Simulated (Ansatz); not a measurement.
Data:

SnC:
```yaml
crystal:
  lattice:
    - [0.00000, 2.51705, 2.51705]
    - [2.51705, 0.00000, 2.51705]
    - [2.51705, 2.51705, 0.00000]
  atoms:
    - { symbol: Sn, position: [0.00000, 0.00000, 0.00000] }
    - { symbol: C, position: [0.25000, 0.25000, 0.25000] }
```

This is the PBEsol-relaxed structure.

Problem. All from plane-wave PAW PBEsol (Ansatz code), unless another level is named. Estimate the electronic dielectric constant ε∞ (DFPT).

Solution. 10.3.

Problem. What about the largest static χ(2) component?

Solution. 70 pm/V.

Problem. Next, the Born charges (a third of the trace)?

Solution. Sn +2.91, C -2.91 e.

Space group F-43m (zinc blende). The start of the workflow was typed in or built on a structure type; neither database checked (COD, Materials Project) lists it. Whether it is the stable phase at ambient conditions was not checked. The cell was relaxed with PBEsol under the symmetry of its start; whether a distortion lowers the energy is not shown. Its formation energy is positive at this level, so the cell may be metastable or incomplete. Spin–orbit coupling is left out wherever it is not named.

Potentials: the later of the program's two PAW sets.
